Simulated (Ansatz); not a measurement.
# Ge₂P: relaxation step by step

A trial structure of Ge₂P was built thus: random cell by space group and Wyckoff sites (P6/mmm, No. 191). The dimensions are guesses.

```xyz
3
Lattice="3.7472 0.0000 0.0000 -1.8736 3.2452 0.0000 0.0000 0.0000 5.1086" Properties=species:S:1:pos:R:3 pbc="T T T"
Ge    1.8736    1.0817    2.5543
Ge    0.0000    2.1634    2.5543
P     0.0000    0.0000    2.5543
```

Method: DFT PBE, scalar-relativistic, plane waves, PAW (Ansatz). Cutoff 420 eV, Gaussian smearing, Γ-centred meshes. Cell and atoms relax first on a coarse mesh and then on a finer one. In between, the cell is made exact in the group found at 0.06 Å. In metals the finer mesh still leaves noise of several meV/atom or more. The steps can't lower the symmetry of their start. No spin polarisation.

Steps on the 6×6×4 mesh (3 atoms, 22 steps). The free energy counts from the last step; some steps are skipped; the plane-wave basis is renewed at times, which shifts energy and pressure.

```tsv
step	ΔF (meV/atom)	V (Å³/atom)	P (GPa)
1	2869.3	20.71	69.98
3	1172.1	24.93	22.55
6	651.7	28.84	-0.12
8	616.6	26.29	-1.49
10	595.6	24.11	-0.60
13	395.5	19.67	-2.14
15	109.9	16.88	-0.06
17	101.9	16.71	0.12
20	1.3	17.90	-0.89
22	0.0	17.73	-0.10
```

Steps on the 12×12×18 mesh (3 atoms, 9 steps). The free energy counts from the last step; the plane-wave basis is renewed at times, which shifts energy and pressure.

```csv
step,ΔF (meV/atom),V (Å³/atom),P (GPa)
1,22.1,17.75,1.63
2,9.0,17.83,1.02
3,0.8,17.77,0.69
4,1.0,18.17,-0.90
5,0.1,17.92,0.06
6,0.1,17.93,0.01
7,0.0,17.93,0.02
8,0.0,17.94,0.00
9,0.0,17.94,0.00
```

The relaxed structure:

```
Ge P
1.0
     4.85157    0.00000    0.00000
    -2.42578    4.20158    0.00000
     0.00000    0.00000    2.64004
Ge P
2 1
Direct
  0.66667 0.33333 0.50000
  0.33333 0.66667 0.50000
  0.00000 0.00000 0.50000
```

The symmetry stays P6/mmm (No. 191). The volume per atom shrinks by 13.4 %, from 20.7 to 17.9 Å³. The shortest distance goes from 2.16 Å (Ge–P and Ge–Ge) to 2.64 Å (Ge–Ge and P–P). The ratio c/a of the conventional cell changes by a factor of 0.40. The energy falls by about 2.8 eV/atom (the start's value is from the coarse mesh). Ge has 2 Ge at 2.64 Å, 3 Ge at 2.80 Å and 3 P at 2.80 Å; around P lie 2 P at 2.64 Å and 6 Ge at 2.80 Å.

For Ge₂P, the volume per atom is 17.94 Å³. The density is 5.44 g/cm³, the formation energy is +0.31 eV/atom and the gap on the 12×12×18 mesh of the 3-atom cell is 0 eV (a metal).

The zero of energy is the elements' standard structures at the same level; no fitted shifts are applied. The references include black phosphorus.

The last run used Gaussian smearing of 0.10 eV. An odd number of electrons in the primitive cell allows no gap without spin; a larger cell or a magnetic state could open one. The cell is a metal run without spin; a magnetic state may lie lower. The reference form of P is held partly by dispersion forces, which this level lacks. A structure relaxed within its symmetry needn't be a true minimum. In all, the 4 runs took 5.5 min on 1 thread of AMD EPYC (Zen 3), with other jobs on the host. Another cell of Ge2P relaxed alike, in P6_3/mmc, lies 115 meV/atom lower, so this cell isn't the stable form at this level.
